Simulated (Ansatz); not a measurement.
## Ag3SnSe: start and end of a relaxation

Recipe of this trial structure of Ag3SnSe: random cell by space group and Wyckoff sites (Pm-3m, No. 221). The dimensions are guesses.

start.cif

```cif
data_structure
_symmetry_space_group_name_H-M 'P 1'
_symmetry_Int_Tables_number 1
_cell_length_a 4.9381
_cell_length_b 4.9381
_cell_length_c 4.9381
_cell_angle_alpha 90.000
_cell_angle_beta 90.000
_cell_angle_gamma 90.000
_cell_volume 120.42
loop_
_atom_site_label
_atom_site_type_symbol
_atom_site_fract_x
_atom_site_fract_y
_atom_site_fract_z
_atom_site_occupancy
Ag1 Ag 0.50000 0.00000 0.00000 1
Ag2 Ag 0.00000 0.50000 0.00000 1
Ag3 Ag 0.00000 0.00000 0.50000 1
Sn1 Sn 0.50000 0.50000 0.50000 1
Se1 Se 0.00000 0.00000 0.00000 1
```

Level of theory: DFT PBE, scalar-relativistic, plane waves, PAW (Ansatz). Cutoff 420 eV, Gaussian smearing, Γ-centred meshes. Cell and atoms relax first on a coarse mesh and then on a finer one. In between, the cell is made exact in the group found at 0.06 Å. In metals the finer mesh still leaves noise of several meV/atom or more. The steps can't lower the symmetry of their start. No spin polarisation in the relaxation; trial moments died out in a coarse test.

end.cif

```cif
data_structure
_symmetry_space_group_name_H-M 'P 1'
_symmetry_Int_Tables_number 1
_cell_length_a 5.0765
_cell_length_b 5.0765
_cell_length_c 5.0765
_cell_angle_alpha 90.000
_cell_angle_beta 90.000
_cell_angle_gamma 90.000
_cell_volume 130.83
loop_
_atom_site_label
_atom_site_type_symbol
_atom_site_fract_x
_atom_site_fract_y
_atom_site_fract_z
_atom_site_occupancy
Ag1 Ag 0.50000 0.00000 0.00000 1
Ag2 Ag 0.00000 0.50000 0.00000 1
Ag3 Ag 0.00000 0.00000 0.50000 1
Sn1 Sn 0.50000 0.50000 0.50000 1
Se1 Se 0.00000 0.00000 0.00000 1
```

The symmetry stays Pm-3m (No. 221). The end has the antiperovskite type. The volume per atom grows by 8.6 %, from 24.1 to 26.2 Å³. The shortest distance goes from 2.47 Å (Ag–Se) to 2.54 Å (Ag–Se).

```json
{"Volume per atom": "26.17 Å³", "Density": "6.62 g/cm³", "Energy over the elements": "+0.38 eV/atom", "Gap on the 8×8×8 mesh of the 5-atom cell": "0 eV (a metal)"}
```

Formation energies are uncorrected and refer to the elements' standard structures at the same level. The references include grey tin. It can't be a ground state, since the elements alone are lower.

The last run used Gaussian smearing of 0.10 eV. The reference form of Se is held partly by dispersion forces, which this level lacks. Symmetry constrained the relaxation, so the result can be a saddle point. In all, the 3 runs took 34 s on 1 thread of Intel(R) Xeon(R) 6975P-C (Granite Rapids), with other jobs on the host. Another cell of Ag3SnSe relaxed alike, in P4mm, lies 299 meV/atom lower, so this cell isn't the stable form at this level.
